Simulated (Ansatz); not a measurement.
**TaRe: relaxation (Ansatz)**

Run with:

```bash
ansatz run input.yaml --threads 2 --pin off --max-ram 2560MiB --backend cpu --events-out ev --progress --plain --runs-dir out
```

The input file (Ansatz 0.2.0, plane waves):

```yaml
crystal:
  lattice:
    - [1.58374305, 2.74312413, 0.0]
    - [-1.58374305, 2.74312413, 0.0]
    - [0.0, 0.0, 3.09613799]
  atoms:
    - { symbol: Ta, position: [0.0, 0.0, 0.0] }
    - { symbol: Re, position: [0.66667, 0.66666, 0.5] }
  symmetry: { tolerance: 0.0003 }
kpoints:
  mp_grid: { grid: [12, 12, 8], shift: [0, 0, 0] }
magnetization:
  spin_polarized: false
scf:
  occupations: { method: cold, width: 0.0272 }
  lower_state_search: "off"
hamiltonian:
  pseudopotentials: { kind: paw }
  xc: r2scan
basis:
  ecutwfc: 500
  fft_grid_basis: typed
relax:
  max_steps: 60
  cell: { p_target: 20.0 }
  f_tol: 0.03
output:
  forces: true
  stress: true
  eigenvalues: true
  bader: true
  populations: true
  elf: true
  write_potential: true
  volumetric_format: npy
  dos:
    e_range: [-12, 8]
    de: 0.05
    projected: { site_lists: { Re: [Re], Ta: [Ta] } }
checkpoint:
  read: saved_state
```

Origin of the cell: a known structure type with other elements, at an estimated volume, so it need not be a known compound.

The saved state is a converged single point of the same cell.

Steps («new basis» is an SCF on plane waves selected anew at the same cell):

```csv
step,ΔH (meV/atom),max force component (eV/Å),P (GPa),volume (Å³),SCF iterations,step was
1,0.0,0.000,124.42,26.90,6,accepted
2,-743.4,0.000,58.98,30.27,7,accepted
3,-932.5,0.000,29.94,32.38,7,accepted
4,-1007.1,0.000,20.33,32.94,7,accepted
5,-1139.9,0.000,16.86,32.71,7,accepted
6,-1302.7,0.000,16.46,32.12,8,accepted
7,-1415.2,0.000,21.20,31.08,7,accepted
8,-1444.1,0.000,14.73,31.33,7,accepted
9,-1448.9,0.000,20.62,30.71,7,accepted
10,-1449.1,0.000,20.01,30.79,6,accepted
11,-1449.1,0.000,19.97,30.78,5,accepted
12,-1467.3,0.000,21.40,30.78,8,new basis
13,-1468.8,0.000,20.23,30.85,7,accepted
14,-1469.2,0.000,20.12,30.83,6,accepted
15,-1469.2,0.000,20.00,30.85,5,accepted
16,-1469.2,0.000,20.00,30.85,6,new basis
```

Before:

Space group P-6m2 (No. 187); the run's cell has a = 3.167 Å, b = 3.167 Å, c = 3.096 Å, α = 90.00°, β = 90.00°, γ = 60.00°. Shortest distances: Re–Ta 2.40 Å, Ta–Ta 3.10 Å, Re–Re 3.10 Å.

After:

Space group P-6m2 (No. 187); the run's cell has a = 2.910 Å, b = 2.910 Å, c = 4.205 Å, α = 90.00°, β = 90.00°, γ = 60.00°. Shortest distances: Re–Ta 2.69 Å, Ta–Ta 2.91 Å, Re–Re 2.91 Å.

```yaml
crystal:
  lattice:
    - [1.45521, 2.52050, 0.00000]
    - [-1.45521, 2.52050, 0.00000]
    - [0.00000, 0.00000, 4.20487]
  atoms:
    - { symbol: Ta, position: [0.00000, 0.00000, 0.00000] }
    - { symbol: Re, position: [0.66667, 0.66667, 0.50000] }
```

```
Enthalpy lowered by     : 1469.2 meV/atom
Volume change           : 14.66 %
Final pressure          : 20.00 GPa
Relaxation steps listed : 16
```

Caveats: no dispersion correction, so spacings can come out too large where layers or molecules are weakly bound; no moments, though an odd count or open d shells may carry them; no spin-orbit coupling, though heavy elements are present; the relaxation held the start's symmetry, so the end may be a saddle point.

Time: 3.2 min on 2 threads of Arm Neoverse N1, with other jobs on the host, peak memory 0.48 GiB, from a saved density.
